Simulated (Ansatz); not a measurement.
CaCdF4 on the sites of the fluorite structure (relaxed group R-3m) was relaxed with 3 functionals in Ansatz 0.2.0, cell and atoms free, the symmetry of the start kept (meshes: PBE 8×8×8, r2SCAN 8×8×8, PBEsol 8×8×8). The structure was generated, not taken from experiment, and needn't be the ground state; spin polarisation is off.

The PBEsol result:
```cif
data_structure
_symmetry_space_group_name_H-M 'R-3m:H'
_symmetry_Int_Tables_number 166
_cell_length_a 3.8154
_cell_length_b 3.8154
_cell_length_c 18.7757
_cell_angle_alpha 90.000
_cell_angle_beta 90.000
_cell_angle_gamma 120.000
_cell_volume 236.71
loop_
_atom_site_label
_atom_site_type_symbol
_atom_site_symmetry_multiplicity
_atom_site_Wyckoff_symbol
_atom_site_fract_x
_atom_site_fract_y
_atom_site_fract_z
_atom_site_occupancy
Ca1 Ca 3 a 0.00000 0.00000 0.00000 1
F1 F 6 c 0.33333 0.66667 0.79180 1
F2 F 6 c 0.66667 0.33333 0.70866 1
Cd1 Cd 3 b 0.66667 0.33333 0.83333 1
```

It is trigonal, R-3m (No. 166); a = 3.815 Å, c = 18.776 Å in the conventional setting, 13.15 Å³ an atom. Around Ca lie 8 F at 2.34–2.35 Å; around F lie 3 Cd at 2.34 Å and 1 Ca at 2.35 Å; around F lie 3 Ca at 2.34 Å and 1 Cd at 2.34 Å; around Cd lie 8 F at 2.34 Å.

Problem. Order the functionals by the relaxed volume, smallest first.
A. PBE
B. PBEsol
C. r2SCAN

Solution. B (13.15 Å³/atom), C (13.23 Å³/atom), A (13.84 Å³/atom).

Problem. How does the cell change with r2SCAN?

Solution. a = 3.824 Å, c = 18.799 Å; the volume differs by +0.6 % from PBEsol's. Around Ca lie 8 F at 2.35–2.36 Å; around F lie 3 Cd at 2.34 Å and 1 Ca at 2.36 Å; around F lie 1 Cd at 2.34 Å and 3 Ca at 2.35 Å (further sites aren't listed).

Problem. How does the cell change with PBE?

Solution. a = 3.882 Å, c = 19.095 Å; the volume differs by +5.3 % from PBEsol's. Around Ca lie 8 F at 2.38–2.39 Å; around F lie 3 Cd at 2.38 Å and 1 Ca at 2.39 Å; around F lie 3 Ca at 2.38 Å and 1 Cd at 2.38 Å (further sites aren't listed).

Problem. Held at the r2SCAN cell, what mean stress does PBE find, and does its sign point to its own minimum?

Solution. Yes. PBE +4.39 GPa, and its relaxed volume is +4.7 % from r2SCAN's. Compression counts positive, so a positive stress asks for a larger cell.
